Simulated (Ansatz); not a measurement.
Space group Pmma (No. 51). a = 8.713 Å, b = 2.835 Å, c = 4.808 Å, α = 90.00°, β = 90.00°, γ = 90.00°
| atom | site | symmetry | x | y | z |
| --- | --- | --- | --- | --- | --- |
| Si | 2f | mm2 | 0.7500 | 0.5000 | 0.8902 |
| Cu | 2c | .2/m. | 0.5000 | 0.0000 | 0.5000 |
| O | 4j | .m. | 0.5940 | 0.5000 | 0.7038 |
| O | 2e | mm2 | 0.2500 | 0.0000 | 0.9283 |

Equation of state of this CuSiO3 structure (not necessarily the ground state), with shape and atoms relaxed at each volume where symmetry leaves them free. Method: DFT PBEsol, scalar-relativistic, plane waves, PAW in Ansatz.

Settings: cutoff 420 eV, Γ-centred mesh 4×12×8 on the computed 10-atom cell, Gaussian smearing of 0.02 eV; collinear spin.

| V (Å³/atom) | E − E(largest V) (meV/atom) | P (GPa) | gap on mesh (eV) |
| --- | --- | --- | --- |
| 11.165 | 1.61 | 1.89 | 0.30 |
| 11.522 | -1.17 | 0.74 | 0.31 |
| 11.878 | -1.89 | -0.01 | 0.31 |
| 12.234 | -1.29 | -0.47 | 0.31 |
| 12.591 | 0.00 | -0.73 | 0.32 |

Question: Fit a third-order Birch–Murnaghan equation to E(V).

Answer: V0 = 11.86 Å³/atom, B0 = 20 GPa, B0' = 16.3. B0' is unusual or poorly fixed by this range.

The cell holds layers, and where no dispersion correction was added their binding is poorly described.

Cost: 5 runs of about 31 core-minutes in all, on Intel Xeon 6975P-C (Granite Rapids) (shared hosts).